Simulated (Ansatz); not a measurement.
## Is this Al₄Fe₃Co structure a true minimum?

The cell was found from a structure generator's guess, not taken from experiment.

Computed with Ansatz 0.2.0, DFT PBE, scalar-relativistic, plane waves, PAW. Settings: cutoff 420 eV, Γ-centred mesh 14×14×4 on the computed 8-atom cell, Gaussian smearing of 0.10 eV; collinear spin from starting moments 0.0 0.0 0.0 0.0 -0.1 0.7 0.9 0.7 μB.

The cell below (8 atoms, space group P4/mmm (No. 123)) is relaxed within its symmetry.

```
Al Co Fe
1.0
     2.86654    0.00000    0.00000
     0.00000    2.86654    0.00000
     0.00000    0.00000   11.48521
Al Co Fe
4 1 3
Direct
  0.00000 0.00000 0.62517
  0.00000 0.00000 0.37483
  0.00000 0.00000 0.12547
  0.00000 0.00000 0.87453
  0.50000 0.50000 0.50000
  0.50000 0.50000 0.24992
  0.50000 0.50000 0.00000
  0.50000 0.50000 0.75008
```

For the test it was strained at random (σ = 1.5 % a component), the atoms were moved at random (σ = 0.15 Å), and all was relaxed again on a coarse 8×8×2 mesh (in the run’s order of axes) with 0.20 eV smearing, with no symmetry imposed.

The magnetic state reached may not be the lowest.

Problem. Is the structure stable against such a distortion?

Solution. It returns, within 1 meV/atom of the unmoved cell on that mesh and with the same symmetry when read at 0.1 Å. So it is stable against the distortions that fit this cell and that this random move excites. Modes that don't fit the cell aren't tested.
